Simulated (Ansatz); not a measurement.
Theory: DFT PBEsol, scalar-relativistic, plane waves, PAW in Ansatz 0.2.0.

Plane waves to 420 eV, a k mesh through Γ of 14×8×8 on the computed 4-atom cell and Gaussian smearing (0.10 eV); no spin polarisation.

Structure with the computed forces (eV/Å) in the last three columns:

```xyz
4
Lattice="2.9123 0.0000 0.0000 0.0000 5.1281 0.0000 0.0000 0.0000 5.0362" Properties=species:S:1:pos:R:3:forces:R:3 pbc="T T T" pressure_GPa=1.76
Li    0.0000    0.0000    4.9713    0.0000    0.0000    0.0480
Li    1.4561    0.0000    2.4792    0.0000    0.0000   -0.0340
Li    1.4561    2.5641    4.2533    0.0000    0.0000   -0.0620
Mg    0.0000    2.5641    1.7260    0.0000    0.0000    0.0480
```

Stress tensor (GPa, compression positive):

```
 3.60  0.00  0.00
 0.00 -0.87  0.00
 0.00  0.00  2.53
```